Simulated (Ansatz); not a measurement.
A relaxation computed with Ansatz, from input to last step.

```yaml
crystal:
  lattice:
    - [3.3698013891, 0.0, 0.0]
    - [0.0, 3.3698013891, 0.0]
    - [0.0, 0.0, 5.9185561492]
  atoms:
    - { symbol: Si, position: [0.0, 0.0, 0.5] }
    - { symbol: W, position: [0.5, 0.5, 0.0] }
    - { symbol: O, position: [0.5, 0.0, 0.7262] }
    - { symbol: O, position: [0.0, 0.5, 0.7262] }
    - { symbol: O, position: [0.5, 0.0, 0.2738] }
    - { symbol: O, position: [0.0, 0.5, 0.2738] }
    - { symbol: O, position: [0.0, 0.0, 0.0] }
basis:
  ecutwfc: 420
kpoints:
  mp_grid: { grid: [6, 6, 4] }
hamiltonian:
  xc: pbe
scf:
  occupations: { method: gaussian, width: 0.1 }
  lower_state_search: "off"
output:
  forces: true
  stress: true
  eigenvalues: true
relax:
  adjacent_minimum: "off"
  f_tol: 0.04
  max_steps: 70
  cell: { stress_tol: 0.4 }
```

```bash
ansatz run input.yaml --threads 1 --pin off --max-ram 2560MiB --backend cpu --events-out ev --progress --plain --runs-dir out
```

Theory: Ansatz 0.2.0, DFT PBE, scalar-relativistic, plane waves, PAW.

Of 9 frames 9 are shown, positions in Å and forces in eV/Å; the SCF threshold varies from step to step. Steps run on the plane waves of an earlier cell, with a Pulay correction in the pressure. The basis is chosen afresh for the last frame, the zero of the energies, and at times for earlier ones too; energy and pressure can step there, also at an unchanged geometry. Here that happened at step 7 (3 meV/atom, -0.8 GPa); frames between the last choice of the basis and such a step carry an error that grows, as the cell changes, to that size.

```xyz
7
Lattice="3.3698 0.0000 0.0000 0.0000 3.3698 0.0000 0.0000 0.0000 5.9186" Properties=species:S:1:pos:R:3:forces:R:3 pbc="T T T" step=1 free_energy_over_end_meV_per_atom=322.96 pressure_GPa=-31.76
Si    0.0000    0.0000    2.9593    0.0000    0.0000    0.0000
W     1.6849    1.6849    0.0000    0.0000    0.0000    0.0000
O     1.6849    0.0000    4.2981    0.0000    0.0000   -1.1850
O     0.0000    1.6849    4.2981    0.0000    0.0000   -1.1850
O     1.6849    0.0000    1.6205    0.0000    0.0000    1.1850
O     0.0000    1.6849    1.6205    0.0000    0.0000    1.1850
O     0.0000    0.0000    0.0000    0.0000    0.0000    0.0000
7
Lattice="3.3516 0.0000 0.0000 0.0000 3.3516 0.0000 0.0000 0.0000 5.6302" Properties=species:S:1:pos:R:3:forces:R:3 pbc="T T T" step=2 free_energy_over_end_meV_per_atom=136.04 pressure_GPa=-24.21
Si    0.0000    0.0000    2.8151    0.0000    0.0000    0.0000
W     1.6758    1.6758    0.0000    0.0000    0.0000    0.0000
O     1.6758    0.0000    4.0636    0.0000    0.0000   -0.9834
O     0.0000    1.6758    4.0636    0.0000    0.0000   -0.9834
O     1.6758    0.0000    1.5666    0.0000    0.0000    0.9834
O     0.0000    1.6758    1.5666    0.0000    0.0000    0.9834
O     0.0000    0.0000    0.0000    0.0000    0.0000    0.0000
7
Lattice="3.3078 0.0000 0.0000 0.0000 3.3078 0.0000 0.0000 0.0000 5.3412" Properties=species:S:1:pos:R:3:forces:R:3 pbc="T T T" step=3 free_energy_over_end_meV_per_atom=11.36 pressure_GPa=-8.56
Si    0.0000    0.0000    2.6706    0.0000    0.0000    0.0000
W     1.6539    1.6539    0.0000    0.0000    0.0000    0.0000
O     1.6539    0.0000    3.8189    0.0000    0.0000   -0.3807
O     0.0000    1.6539    3.8189    0.0000    0.0000   -0.3807
O     1.6539    0.0000    1.5223    0.0000    0.0000    0.3807
O     0.0000    1.6539    1.5223    0.0000    0.0000    0.3807
O     0.0000    0.0000    0.0000    0.0000    0.0000    0.0000
7
Lattice="3.2916 0.0000 0.0000 0.0000 3.2916 0.0000 0.0000 0.0000 5.1754" Properties=species:S:1:pos:R:3:forces:R:3 pbc="T T T" step=4 free_energy_over_end_meV_per_atom=-1.80 pressure_GPa=2.88
Si    0.0000    0.0000    2.5877    0.0000    0.0000    0.0000
W     1.6458    1.6458    0.0000    0.0000    0.0000    0.0000
O     1.6458    0.0000    3.6811    0.0000    0.0000    0.2523
O     0.0000    1.6458    3.6811    0.0000    0.0000    0.2523
O     1.6458    0.0000    1.4943    0.0000    0.0000   -0.2523
O     0.0000    1.6458    1.4943    0.0000    0.0000   -0.2523
O     0.0000    0.0000    0.0000    0.0000    0.0000    0.0000
7
Lattice="3.2956 0.0000 0.0000 0.0000 3.2956 0.0000 0.0000 0.0000 5.2169" Properties=species:S:1:pos:R:3:forces:R:3 pbc="T T T" step=5 free_energy_over_end_meV_per_atom=-2.98 pressure_GPa=-0.13
Si    0.0000    0.0000    2.6084    0.0000    0.0000    0.0000
W     1.6478    1.6478    0.0000    0.0000    0.0000    0.0000
O     1.6478    0.0000    3.7192    0.0000    0.0000   -0.0326
O     0.0000    1.6478    3.7192    0.0000    0.0000   -0.0326
O     1.6478    0.0000    1.4977    0.0000    0.0000    0.0326
O     0.0000    1.6478    1.4977    0.0000    0.0000    0.0326
O     0.0000    0.0000    0.0000    0.0000    0.0000    0.0000
7
Lattice="3.2961 0.0000 0.0000 0.0000 3.2961 0.0000 0.0000 0.0000 5.2134" Properties=species:S:1:pos:R:3:forces:R:3 pbc="T T T" step=6 free_energy_over_end_meV_per_atom=-3.01 pressure_GPa=-0.05
Si    0.0000    0.0000    2.6067    0.0000    0.0000    0.0000
W     1.6480    1.6480    0.0000    0.0000    0.0000    0.0000
O     1.6480    0.0000    3.7158    0.0000    0.0000    0.0011
O     0.0000    1.6480    3.7158    0.0000    0.0000    0.0011
O     1.6480    0.0000    1.4976    0.0000    0.0000   -0.0011
O     0.0000    1.6480    1.4976    0.0000    0.0000   -0.0011
O     0.0000    0.0000    0.0000    0.0000    0.0000    0.0000
7
Lattice="3.2961 0.0000 0.0000 0.0000 3.2961 0.0000 0.0000 0.0000 5.2134" Properties=species:S:1:pos:R:3:forces:R:3 pbc="T T T" step=7 free_energy_over_end_meV_per_atom=0.06 pressure_GPa=-0.88
Si    0.0000    0.0000    2.6067    0.0000    0.0000    0.0000
W     1.6480    1.6480    0.0000    0.0000    0.0000    0.0000
O     1.6480    0.0000    3.7158    0.0000    0.0000    0.0013
O     0.0000    1.6480    3.7158    0.0000    0.0000    0.0013
O     1.6480    0.0000    1.4976    0.0000    0.0000   -0.0013
O     0.0000    1.6480    1.4976    0.0000    0.0000   -0.0013
O     0.0000    0.0000    0.0000    0.0000    0.0000    0.0000
7
Lattice="3.2920 0.0000 0.0000 0.0000 3.2920 0.0000 0.0000 0.0000 5.2085" Properties=species:S:1:pos:R:3:forces:R:3 pbc="T T T" step=8 free_energy_over_end_meV_per_atom=-0.17 pressure_GPa=0.18
Si    0.0000    0.0000    2.6043    0.0000    0.0000    0.0000
W     1.6460    1.6460    0.0000    0.0000    0.0000    0.0000
O     1.6460    0.0000    3.7118    0.0000    0.0000    0.0018
O     0.0000    1.6460    3.7118    0.0000    0.0000    0.0018
O     1.6460    0.0000    1.4967    0.0000    0.0000   -0.0018
O     0.0000    1.6460    1.4967    0.0000    0.0000   -0.0018
O     0.0000    0.0000    0.0000    0.0000    0.0000    0.0000
7
Lattice="3.2920 0.0000 0.0000 0.0000 3.2920 0.0000 0.0000 0.0000 5.2085" Properties=species:S:1:pos:R:3:forces:R:3 pbc="T T T" step=9 free_energy_over_end_meV_per_atom=0.00 pressure_GPa=0.15
Si    0.0000    0.0000    2.6043    0.0000    0.0000    0.0000
W     1.6460    1.6460    0.0000    0.0000    0.0000    0.0000
O     1.6460    0.0000    3.7118    0.0000    0.0000    0.0018
O     0.0000    1.6460    3.7118    0.0000    0.0000    0.0018
O     1.6460    0.0000    1.4967    0.0000    0.0000   -0.0018
O     0.0000    1.6460    1.4967    0.0000    0.0000   -0.0018
O     0.0000    0.0000    0.0000    0.0000    0.0000    0.0000
```

The start puts this composition into another compound's structure type, which needn't suit it. At the end the space group is P4/mmm (tolerance 0.05 Å).

Time: 37 s on 1 thread of Arm Neoverse V1, with other jobs on the host, peak memory 0.36 GiB.

The k mesh is coarse. Spin–orbit coupling is left out, which can shift energies with elements as heavy as these.